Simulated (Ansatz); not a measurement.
The cell is COD entry 9008604, as deposited and not checked against the literature; nothing was relaxed.

Input and log of a run on BiTe: DFT, PBE, all-electron LAPW, scalar-relativistic (Ansatz 0.2.0).

```yaml
crystal:
  lattice:
    - [0.0, 3.235, 3.235]
    - [3.235, 0.0, 3.235]
    - [3.235, 3.235, 0.0]
  atoms:
    - { symbol: Bi, position: [0.0, 0.0, 0.0] }
    - { symbol: Te, position: [0.5, 0.5, 0.5] }
kpoints:
  mp_grid: { grid: [10, 10, 10] }
  band_path:
    path:
      - [0.0, 0.0, 0.0]
      - [0.5, 0.0, 0.5]
      - [0.625, 0.25, 0.625]
      - [0.375, 0.375, 0.75]
      - [0.0, 0.0, 0.0]
      - [0.5, 0.5, 0.5]
      - [0.5, 0.25, 0.75]
      - [0.5, 0.0, 0.5]
    npoints: 8
scf:
  occupations: { method: fermi_dirac, width: 0.08 }
hamiltonian:
  xc: pbe
  pseudopotentials: { kind: all_electron, lapw: { basis_error: 0.0005 } }
output:
  forces: true
  stress: true
  eigenvalues: true
  populations: true
  dos: { projected: true, de: 0.2, e_range: [-14, 8] }
```

What the program printed:

```
Bi: projections on atomic orbitals take those of the free atom 1s2 2s2 2p6 3s2 3p6 3d10 4s2 4p6 4d10 4f14 5s2 5p6 5d10 6s2 6p3, of charge +0.00 (hamiltonian.pseudopotentials.projection_atoms)
Te: projections on atomic orbitals take those of the free atom 1s2 2s2 2p6 3s2 3p6 3d10 4s2 4p6 4d10 5s2 5p4, of charge +0.00 (hamiltonian.pseudopotentials.projection_atoms)
LAPW: plane waves up to 7.095 Å⁻¹, error target 5.0e-4 eV per atom; small_component_spin mean_spin; Te in spheres of 1.587 Å, 24 of its electrons in bands, Dirac shells []; Bi in spheres of 1.648 Å, 37 of its electrons in bands, Dirac shells []
Engine: ansatz 0.2.0
Pseudopotentials: kind: all_electron
Pseudopotential: Bi, LAPW, valence charge 37, Koelling and Harmon's equation, gaussian nucleus
Pseudopotential: Te, LAPW, valence charge 24, Koelling and Harmon's equation, gaussian nucleus
Functional definition: PBE
  parameter kappa = 0.804
  parameter beta = 0.06672455060314922
  exchange = pbe_x(kappa = kappa, mu = beta*pi^2/3)
  correlation = pbe_c(beta = beta)
Crystal: 2 atoms, lattice volume = 67.710 Å³
Basis set: ecut = 191.81515799770446 eV, 411 PW (Γ), exchange–correlation at level 2
Bands: 37, of which v1, the nominal top of the filled ones, is band 31 counted from 1 (30 counted from 0)
Symmetry: 48 space group operations
Space group: Fm-3m (ITA 225), of the structure as read, at distance tolerance 4.1e-5 Å
k-points: 47 of 1000
Non-local potential: Bi, projectors of the file, none
Non-local potential: Te, projectors of the file, none
Initial density: superposition of atomic densities (chi_scale 0.1, normalization cell, long waves kept (reshape's long-wave potential 0.00 eV rms))
Initial wavefunctions: plane waves of lowest kinetic energy (no species holds an atomic orbital)
Functional: x = pbe(κ = 0.804, μ = 0.2195149727645171), c = pbe(β = 0.06672455060314922)
iter 1 solved again at ethr=2.12e-4 eV; its pass at ethr=1.00e-1 eV (dr2=1.29e-1 eV) is discarded
SCF iter   1: F=—  HF=-770590.524820 eV  |F-HF|=—  |Δ(HF+E_count)|=         —  Δρ=9.84e-3  dr2=1.29e-1  ethr=2.12e-4  ⟨swp⟩=2.9  Hψ=10974  notcnv=0
preconditioner: auto → LDOS  [metal: Δε(μ)=0.006 eV  Ē_g=10.927 eV  σ=0.080 eV  W_gap=0.02  n_scr=14 (ndim 8)  ℏωp=15.0 eV  f_vac=0.105  D(μ)=1.47/eV (n_scr^D=14)  β→1.0]
iter 2 solved again at ethr=2.88e-6 eV; its pass at ethr=2.12e-4 eV (dr2=1.76e-3 eV) is discarded
SCF iter   2: F=—  HF=-770590.498487 eV  |F-HF|=—  |Δ(HF+E_count)|=   2.63e-2  Δρ=1.73e-3  dr2=1.76e-3  ethr=2.88e-6  ⟨swp⟩=2.0  Hψ=8714  notcnv=0
SCF iter   3: F=—  HF=-770590.502267 eV  |F-HF|=—  |Δ(HF+E_count)|=   3.78e-3  Δρ=2.75e-4  dr2=5.92e-5  ethr=2.88e-6  ⟨swp⟩=3.0  Hψ=5358  notcnv=0
SCF iter   4: F=—  HF=-770590.500112 eV  |F-HF|=—  |Δ(HF+E_count)|=   2.16e-3  Δρ=2.20e-4  dr2=1.85e-5  ethr=9.71e-8  ⟨swp⟩=3.0  Hψ=5529  notcnv=0
SCF iter   5: F=—  HF=-770590.500143 eV  |F-HF|=—  |Δ(HF+E_count)|=   3.12e-5  Δρ=5.23e-5  dr2=1.24e-6  ethr=3.04e-8  ⟨swp⟩=3.0  Hψ=5394  notcnv=0
SCF iter   6: F=—  HF=-770590.500144 eV  |F-HF|=—  |Δ(HF+E_count)|=   8.30e-7  Δρ=1.23e-5  dr2=8.42e-8  ethr=2.04e-9  ⟨swp⟩=3.0  Hψ=5394  notcnv=0
SCF iter   7: F=-770590.500144 eV  HF=-770590.500144 eV  |F-HF|=1.25e-8  |Δ(HF+E_count)|=   1.32e-7  Δρ=3.88e-6  dr2=8.68e-9  ethr=1.38e-10  ⟨swp⟩=3.0  Hψ=5384  notcnv=0
SCF 1 converged in 7 iterations: F = -770590.500144 eV  dr2 = 8.68e-9
NSCF: frozen V_eff on 57 k-points
SCF converged after 7 iterations
Free energy (F): -770590.500144 eV
Harris-Foulkes:  -770590.500144 eV  (|F-HF|=1.25e-8)
Internal energy: -770590.469414 eV  (E = F + TS)
E sigma→0 (E₀):  -770590.484779 eV
Entropy (-TS):   -0.030730 eV (-15.365 meV/atom)
Fermi energy:    12.730955 eV
--- Per-component energies (eV) ---
  E_band       = -3810.997365
  E_kinetic    = 873290.598029
  E_xc         = -15596.473462
  E_electrostatic = -1628284.593981  (all electrons and nuclei)
  E_smearing   = -0.030730  (= −TS)
  E_closure    = 0.000000  (closes the sum)
  E_atoms      = -770583.342690  (free atoms, spherical and without spin; not in F)
  Σ components = -770590.500144   (vs F -770590.500144, Δ=0.00e0)
  Basis errors (estimates in eV, not in F): energy 1.8e-4 per atom: plane waves 1.7e-4 (8.9e-5 summed), levels above the bands 3.1e-38, relativity 1.1e-8, radial functions 9.0e-6, core shells 3.2e-9; eigenvalues (radial functions only) 1.5e-6; not estimated: angular momenta, meshes, grids; target (lapw.basis_error) 5.0e-4; muffin-tin radii Te 1.587 Å, Bi 1.648 Å
--- Forces (eV/Å), atoms counted from 1 ---
  atom   1  Bi     0.00000000    -0.00000000     0.00000000
  atom   2  Te    -0.00000000     0.00000000    -0.00000000
  max |Σ_I F_I| component: 1.58e-30 eV/Å
--- Stress (GPa, compression-positive) ---
        0.806033      -0.000000      -0.000000
       -0.000000       0.806033      -0.000000
       -0.000000      -0.000000       0.806033
  P = ⅓ Tr σ = 0.8060 GPa (8.060 kbar)
--- Band table (eV; the first three rows and the last of 47) ---
  k-point 0: bands = ["-147.1835", "-140.8144", "-135.9439", "-135.9425", "-135.9425", "-135.9425", "-135.9413", "-135.9413", "-135.9413", "-97.2215", "-97.2215", "-97.2215", "-79.0698", "-79.0698", "-79.0698", "-24.5479", "-24.5479", "-24.5467", "-24.5467", "-24.5467", "-10.4382", "-10.4382", "-10.4352", "-10.4352", "-10.4352", "-0.7970", "4.6036", "10.1766", "10.1766", "10.1766", "14.8773", "14.8773", "14.8773", "17.4119", "17.4119", "17.4119", "18.8451"]
  k-point 1: bands = ["-147.1835", "-140.8144", "-135.9439", "-135.9425", "-135.9425", "-135.9425", "-135.9413", "-135.9413", "-135.9413", "-97.2215", "-97.2215", "-97.2215", "-79.0698", "-79.0698", "-79.0698", "-24.5478", "-24.5478", "-24.5467", "-24.5467", "-24.5467", "-10.4386", "-10.4386", "-10.4350", "-10.4346", "-10.4346", "-0.7076", "4.3787", "10.2057", "10.2057", "10.2697", "14.4488", "14.5231", "14.5231", "17.2830", "17.5929", "17.5929", "19.4508"]
  k-point 2: bands = ["-147.1835", "-140.8144", "-135.9439", "-135.9425", "-135.9425", "-135.9425", "-135.9413", "-135.9413", "-135.9413", "-97.2215", "-97.2215", "-97.2215", "-79.0698", "-79.0698", "-79.0698", "-24.5478", "-24.5478", "-24.5466", "-24.5465", "-24.5465", "-10.4399", "-10.4399", "-10.4346", "-10.4330", "-10.4330", "-0.4418", "3.7886", "10.2984", "10.2984", "10.4850", "13.6193", "13.7738", "13.7738", "17.3513", "18.1143", "18.1143", "20.7875"]
  k-point 46: bands = ["-147.1835", "-140.8144", "-135.9439", "-135.9425", "-135.9425", "-135.9425", "-135.9413", "-135.9413", "-135.9413", "-97.2215", "-97.2215", "-97.2215", "-79.0698", "-79.0698", "-79.0698", "-24.5480", "-24.5475", "-24.5465", "-24.5462", "-24.5459", "-10.4489", "-10.4378", "-10.4340", "-10.4298", "-10.4249", "1.3831", "2.0148", "7.5205", "8.0074", "10.6476", "13.0582", "16.2912", "16.9793", "17.1910", "18.7440", "22.1842", "22.7504"]
--- Löwdin populations: 2 sites ---
  site symbol       q [e]
     0     Bi     82.8797
     1     Te     52.0559
  spilling = 0.000477 (of n_electrons = 135.000000)
```
